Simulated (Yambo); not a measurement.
**How GW settings move the gap: MgZn$_{3}$S$_{4}$**

G0W0@LDA for MgZn₃S₄ (space group P-43m, No. 215) in Yambo. Reference settings: 2×2×2 Γ-centred k mesh, bands 17 to 317 and a 8 Ry block in the screening, 317 bands in G with the Bruneval-Gonze terminator, plasmon pole fitted at 27.2 eV. The LDA gap Γ → Γ on this mesh is 2.13 eV; G0W0 gaps are taken between the same points.

| change from the reference | G0W0 gap Γ → Γ (eV) | shift of the valence edge (eV) | rough Yambo cost |
|---|---|---|---|
| reference settings | 3.66 | -0.91 | 1 |
| 126 bands in W, 126 bands in G | 3.73 | -0.71 | about 1/3 |
| 207 bands in W, 207 bands in G | 3.68 | -0.84 | within a factor of two |
| 126 bands in G | 3.67 | -0.88 | – |
| 207 bands in G | 3.66 | -0.91 | – |
| 154 bands in W | 3.70 | -0.79 | within a factor of two |
| 1 Ry block | 3.65 | -0.54 | about 1/3 |
| 3 Ry block | 3.53 | -0.68 | about 1/3 |
| 7 Ry block | 3.65 | -0.88 | within a factor of two |
| pole fitted at 40 eV | 3.67 | -0.96 | – |
| no random integration | 3.61 | -0.70 | – |
| 207 bands in G, no terminator | 3.59 | -0.68 | – |
| 126 bands in G, no terminator | 3.57 | -0.43 | – |
| no terminator | 3.62 | -0.80 | – |

The reference isn't shown to be the converged limit. Costs are rough (shared machines), scaled to the same edge states, and given only for runs that recompute the screening.

Geometry of the Materials Project entry, not relaxed at this level; primitive cell a = b = c = 5.455 Å, α = β = γ = 90.00°.

The structure is a Materials Project entry; no match was found in the copy of COD used, and its stability was not checked.

A shift is the quasiparticle energy of the state minus its LDA energy.
